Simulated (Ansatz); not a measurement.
An Ansatz (a program for electronic structure) run. Input:

Ansatz 0.2 input:
```yaml
crystal:
  lattice:
    - [4.1944704296, 0.0, 0.0]
    - [0.0, 4.1944704296, 0.0]
    - [0.0, 0.0, 4.1944704296]
  atoms:
    - { symbol: N, position: [0.5, 0.5, 0.5] }
    - { symbol: N, position: [0.5, 0.0, 0.0] }
    - { symbol: N, position: [0.0, 0.5, 0.0] }
    - { symbol: N, position: [0.0, 0.0, 0.5] }
    - { symbol: W, position: [0.5, 0.5, 0.0] }
    - { symbol: W, position: [0.0, 0.5, 0.5] }
    - { symbol: W, position: [0.5, 0.0, 0.5] }
kpoints:
  mp_grid: { grid: [10, 10, 10] }
hamiltonian:
  xc: r2scan
  pseudopotentials: { kind: paw }
scf:
  occupations: { method: gaussian, width: 0.05 }
checkpoint: { read: metal.run }
output: { bader: true, populations: true }
```

Output (shortened):

```
Pseudopotential: N, paw, valence charge 5
Pseudopotential: W, paw, valence charge 14
Functional definition: r2SCAN
Crystal: 7 atoms, lattice volume = 73.796 Å³
Basis set: ecut = 500 eV, 1863 PW (Γ), exchange–correlation on 128×128×128 points (64 copies of the dense FFT grid, shifted against one another)
Bands: 45, of which v1, the nominal top of the filled ones, is band 31 counted from 1 (30 counted from 0)
Symmetry: 48 space group operations
Space group: Pm-3m (ITA 221), of the structure as read, at distance tolerance 4.2e-5 Å
k-points: 56 of 1000
Stability of the state it starts from, as read at its close in the unpolarized treatment …
iter 1 solved again at ethr=6.67e-8 eV; its pass at ethr=3.10e-3 eV (dr2=4.14e-5 eV) is discarded
SCF iter   1: F=—  HF=-32732.027718 eV  |F-HF|=—  |Δ(HF+E_count)|=         —  Δρ=4.90e-7  dr2=1.07e-10  dr2_τ=2.68e-11  ethr=6.67e-8  ⟨swp⟩=4.2  Hψ=18367  notcnv=0
preconditioner: auto → LDOS
SCF iter   2: F=-32732.027718 eV  HF=-32732.027718 eV  |F-HF|=7.64e-11  |Δ(HF+E_count)|=   3.53e-9  Δρ=5.78e-7  dr2=1.61e-10  dr2_τ=4.27e-11  ethr=1.00e-12  ⟨swp⟩=9.2  Hψ=10968  notcnv=0
SCF 1 converged in 2 iterations: F = -32732.027718 eV  dr2 = 1.61e-10
SCF converged after 2 iterations
Free energy (F): -32732.027718 eV
Harris-Foulkes:  -32732.027718 eV  (|F-HF|=7.64e-11)
Internal energy: -32732.023913 eV  (E = F + TS)
E sigma→0 (E₀):  -32732.025816 eV
Entropy (-TS):   -0.003805 eV (-0.544 meV/atom)
Fermi energy:    19.124213 eV
--- Per-component energies (eV) ---
  E_band       = -333.656810
  E_kinetic    = 1885.792530
  E_local      = -2944.577811  (includes V_loc(G=0)·N_el)
  E_nonlocal   = 182.342996
  E_hartree    = 1039.548859
  E_xc         = -986.595890
  E_vxc        = -1118.181019  (∫ρ·V_xc dr)
  E_paw        = -26294.458307  (= ΣΔE_a)
  E_vpaw       = -477.384346  (= ΣTr[D̂ρ^β])
  E_aug_tail   = -0.000062  (compensation charges beyond the density's cutoff)
  E_vtau       = 59.253406  (kinetic-family band-sum trace: ∫τ·v_τ [+ j·A + Jᵃ·Aᵃ] dr)
  E_ewald      = -5612.194123
  E_core_change = -1.882105  (= ΣΔE_core)
  E_smearing   = -0.003805  (= −TS)
  E_closure    = 0.000000  (closes the sum)
  Σ components = -32732.027718   (vs F -32732.027718, Δ=0.00e0)
  [band-id]    e_kinetic+e_local+e_nonlocal+2·e_hartree+e_vxc+e_vpaw+e_augmentation_tail+e_vtau = -333.656588   (vs E_band -333.656810, Δ=2.22e-4)
--- Band table (eV; the first three rows and the last of 56) ---
  k-point 0: bands = ["-58.6231", "-58.5483", "-58.5483", "-22.6372", "-22.6372", "-22.6372", "-22.1135", "-22.1135", "-22.1135", "-21.9958", "-21.9958", "-21.9958", "-1.5343", "0.8282", "1.8684", "1.8684", "12.2770", "12.2770", "12.2770", "13.5506", …
  k-point 1: bands = ["-58.6215", "-58.5499", "-58.5483", "-22.6300", "-22.6300", "-22.6265", "-22.1159", "-22.1159", "-22.1155", "-22.0126", "-22.0012", "-22.0012", "-1.4572", "0.8911", "1.8726", "1.9462", "11.9903", "12.2225", "12.2225", "13.3267", …
  k-point 2: bands = ["-58.6168", "-58.5545", "-58.5482", "-22.6100", "-22.6100", "-22.5953", "-22.1236", "-22.1236", "-22.1206", "-22.0593", "-22.0144", "-22.0144", "-1.2460", "1.0606", "1.8854", "2.1603", "11.2733", "12.0802", "12.0802", "12.9988", …
  k-point 55: bands = ["-58.5730", "-58.5730", "-58.5730", "-23.0607", "-22.4663", "-22.4663", "-22.4663", "-22.1415", "-22.1415", "-21.8797", "-21.8797", "-21.8797", "1.2799", "3.4463", "3.4463", "3.4463", "7.9320", "7.9320", "7.9320", "10.3172", "11.0005", …
--- Löwdin populations: 7 sites ---
  site symbol       q [e]
     0      N      5.7134
     1      N      5.7263
     2      N      5.7263
     3      N      5.7263
     4      W     12.9459
     5      W     12.9459
     6      W     12.9459
  spilling = 0.004353 (of n_electrons = 62.000000)
--- Bader charges: 7 sites ---
  site symbol  charge [e]  shift [e]
     0      N     -1.7879     0.0013
     1      N     -1.4740     0.0007
     2      N     -1.4740     0.0007
     3      N     -1.4740     0.0007
     4      W      2.0700     0.0011
     5      W      2.0700     0.0011
     6      W      2.0700     0.0011
  shift: an alarm, by how much a part of what the PAW files miss would move the charge. Where it is large, compare
  with a run on PAW files of another source; a small one proves nothing
  estimated error of the sums over rays = 5.6e-4 e
```

Cost: about 90 core-seconds (a rough figure) on shared cores.

The workflow started from an entry of the Crystallography Open Database (COD). Its standing as an ambient phase is unchecked. The r²SCAN relaxation kept the symmetry of its start; its stability against distortions is not shown here. No spin polarisation was allowed. Scalar-relativistic: spin–orbit coupling is off unless named, which matters more the heavier the elements.

Potentials: the later of the program's two PAW sets.

Ansatz is a plane-wave DFT program.
